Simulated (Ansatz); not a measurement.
**Si2W, one structure, two calculations**

Cell: an entry of the Crystallography Open Database (COD) whose atoms were relaxed with PBE, the cell held.

```yaml
crystal:
  lattice:
    - [-1.60600, 1.60600, 3.94000]
    - [1.60600, -1.60600, 3.94000]
    - [1.60600, 1.60600, -3.94000]
  atoms:
    - { symbol: Si, position: [0.33445, 0.33445, 0.00000] }
    - { symbol: Si, position: [0.66555, 0.66555, 0.00000] }
    - { symbol: W, position: [0.00000, 0.00000, 0.00000] }
```

Atom numbers follow the list; atoms alike are taken as one site, whose name carries the number of the first.

First run. Computed with Ansatz: DFT, PBE, plane waves and PAW, scalar-relativistic, 420 eV cutoff, Γ-centred 14×14×14 k-points, Fermi–Dirac smearing 0.05 eV.

```csv
site,atom,V_zz (10²¹ V/m²),η
Si,1,-0.79,0.00
W,3,-14.64,0.00
```

Second run. The same atoms and settings, except that the functional is r2SCAN and the cutoff is 500 eV.

Task: Given the first result, estimate the second.

Result: 

```
site  atom    V_zz     η  change of V_zz
  Si     1   -0.82  0.00           -0.03
   W     3  -14.89  0.00           -0.25
```

The largest change of V_zz is on W, from -14.64 to -14.89. In per cent, |V_zz| changes by +2 on W (all sites that start above 2).

With no gap above 0.1 eV, as in a metal, the gradients converge slowly in k; expect changes of a tenth or more on a denser mesh. Without spin–orbit coupling the gradients at and beside W can be off by some per cent, at some sites by more.
For the second run: At this cell the principal stresses reach 6 GPa in size with r2SCAN, which can matter for small gradients.
